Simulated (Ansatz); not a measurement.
MoPd:
```xyz
2
Lattice="3.1388 0.0000 0.0000 0.0000 3.1388 0.0000 0.0000 0.0000 3.1388" Properties=species:S:1:pos:R:3 pbc="T T T"
Pd     0.0000     0.0000     0.0000
Mo     1.5694     1.5694     1.5694
```

Relaxed with r²SCAN. Special points in fractions of this cell's reciprocal vectors: Γ (0.000, 0.000, 0.000); X (0.000, 0.500, 0.000); M (0.500, 0.500, 0.000); R (0.500, 0.500, 0.500).

Task: List the band energies nearest the Fermi level at these points for the program Ansatz at the r²SCAN level (PAW).

Result: In eV from the Fermi level; about four levels below and three above (degenerate sets whole), none deeper than 8.9 eV; … stands for higher levels left out; points with the same levels are listed once.

| k | below | above |
|---|---|---|
| Γ | -3.37 -3.37 -3.37 -0.16 -0.16 | 2.36 2.36 2.36 |
| X | -2.44 -0.54 -0.54 -0.23 | 1.25 3.64 … |
| M | -4.65 -4.65 -1.89 -1.13 | 0.39 1.07 1.07 |
| R | -3.08 -3.08 -3.08 -1.84 -1.84 | 2.66 2.66 7.16 |

Space group Pm-3m (CsCl type). The start of the workflow was typed in or built on a structure type; neither database checked (COD, Materials Project) lists it. Its standing as an ambient phase is unchecked. The r²SCAN relaxation kept the symmetry of its start. At this level the phase is mechanically unstable. The run is not spin-polarised. Its formation energy is positive at this level, so the cell may be metastable or incomplete. Scalar-relativistic: spin–orbit coupling is off unless named, which matters more the heavier the elements.

Potentials: the later of the program's two PAW sets.
